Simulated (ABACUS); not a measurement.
Set-up for a self-consistent single point of Ta2O5 (P2/m, 7 atoms in the cell; from Materials Project mp-1238961, lattice scaled a little).

```xyz
7
Lattice="3.8403 0.0000 0.0000 0.0000 3.8616 0.0000 -1.8184 0.0000 6.5270" Properties=species:S:1:pos:R:3 pbc="T T T"
Ta     1.0555     0.0000     5.1649
Ta     0.9664     0.0000     1.3621
O      1.0910     1.9308     5.2107
O      0.9308     1.9308     1.3163
O     -0.8544     0.0000     5.6825
O      2.8763     0.0000     0.8445
O      1.0109     0.0000     3.2635
```

Level of theory: PBEsol, numerical atomic orbitals DZP (confined pseudo-atomic orbitals with Gaussian additions; energy shift 0.003 Ry), PseudoDojo 0.4 standard norm-conserving PBEsol (tails mended) pseudopotentials (ABACUS 3.10.1).

ABACUS settings:

- basis = DZP numerical atomic orbitals, energy shift 0.003 Ry
- KPT = Gamma 7 7 4 0 0 0
- basis_type = lcao
- dft_functional = PBESOL
- ecutwfc = 100 Ry
- smearing_method = fd
- smearing_sigma = 0.000734986 Ry
- potentials = PseudoDojo 0.4 standard norm-conserving PBEsol (tails mended)
- symmetry = 1
- symmetry_prec = 1e-05
- ks_solver = scalapack_gvx
- scf_nmax = 100
- scf_thr = 1.0e-07
- mixing_type = broyden

Results:

Number of valence electrons: 56
Number of bands: 38
Number of k-points after the program's reduction: 60
Size of the basis: 117
Number of SCF iterations: 14
Free energy E − TS: -5792.2888 eV
Pressure: -0.70 GPa
Largest force (vector length): 0.142 eV/Å

Forces (eV/Å):
```tsv
atom	Fx	Fy	Fz
Ta1	-0.024	0.000	0.140
Ta2	0.024	0.000	-0.140
O3	-0.007	0.000	0.015
O4	0.007	0.000	-0.015
O5	-0.012	0.000	0.066
O6	0.012	0.000	-0.066
O7	0.000	0.000	0.000
```

Stress (GPa, positive for compression):
```
-0.71   0.00  -0.03
 0.00  -0.61   0.00
-0.03   0.00  -0.80
```

For comparison: a first run (DFT, LDA (PW92), numerical atomic orbitals DZP (confined pseudo-atomic orbitals with Gaussian additions; energy shift 0.003 Ry), PseudoDojo 0.4 standard norm-conserving LDA (tails mended) pseudopotentials) was changed to give this one (dft_functional: PWLDA → PBESOL; pseudopotentials: PseudoDojo 0.4 standard norm-conserving LDA (tails mended) → PseudoDojo 0.4 standard norm-conserving PBEsol (tails mended); basis_set: DZP numerical atomic orbitals, energy shift 0.003 Ry → DZP numerical atomic orbitals, energy shift 0.003 Ry), and from it to this one the pressure goes from -6.31 to -0.70 GPa and the largest force goes from 0.156 to 0.142 eV/Å.

Spin-orbit coupling is left out, which matters for bands and gaps with elements this heavy. The atom-centred basis is finite, which shifts total energies, pressures and forces against plane waves. The structure comes from a collection of computed structures, made at another level of theory; the collection holds predicted forms beside known ones. Its lattice was then scaled.

Cost on one core: very roughly 70 core-seconds.

The atomic orbitals were generated for these runs; they are not ABACUS's published sets and were checked against plane waves on a few crystals only.

“Tails mended”: in these copies of the files the far tail of each local potential was reset to the Coulomb form.
